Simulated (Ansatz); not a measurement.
A trial cell of Cr₂N was relaxed with PBE (plane waves to 420 eV, PAW, scalar-relativistic; Ansatz, a first-principles code).

Before: P6₃/mmc (No. 194), hP6; a = 3.4649 Å, b = 3.4649 Å, c = 5.4857 Å, α = 90.00°, β = 90.00°, γ = 120.00°.

After relaxation:

Simulated powder pattern, Cu Kα, λ = 1.54184 Å (kinematic, ideal powder, no thermal factors, no anomalous dispersion; the 24 strongest lines at most, above 1 %, up to 2θ = 90°):

```tsv
2θ (°)	I/Imax (%)
28.31	60
34.08	68
44.87	88
50.11	100
58.55	7.4
61.99	63
69.51	19
71.75	9.7
78.84	5.8
80.62	5.4
```

### Question
Identify the relaxed structure from its pattern: crystal system, space group and cell.

### Answer
Hexagonal, P6/mmm (No. 191), hP3; a = 3.6407 Å, b = 3.6407 Å, c = 2.6310 Å, α = 90.00°, β = 90.00°, γ = 120.00°. Sites: N 1b (0.000, 0.000, 0.500); Cr 2c (0.333, 0.667, 0.000).

### Question
Index the strongest lines.

### Answer
28.31° (1 0 -1 0), 34.08° (0001), 44.87° (1 0 -1 1), 50.11° (1 1 -2 0), 61.99° (1 1 -2 1).

No spin polarisation in the result: the starting moments vanished. The relaxed primitive cell holds an odd number of electrons. A magnetic state may lie lower.

The run could not lose the symmetry of its start: the end is stationary, and may be a saddle point rather than a minimum.

The relaxed structure here is a generated cell of Cr2N: the first start was made by placing the elements on the sites of a structure type, and the end was not matched to a known phase here, so it may be hypothetical.
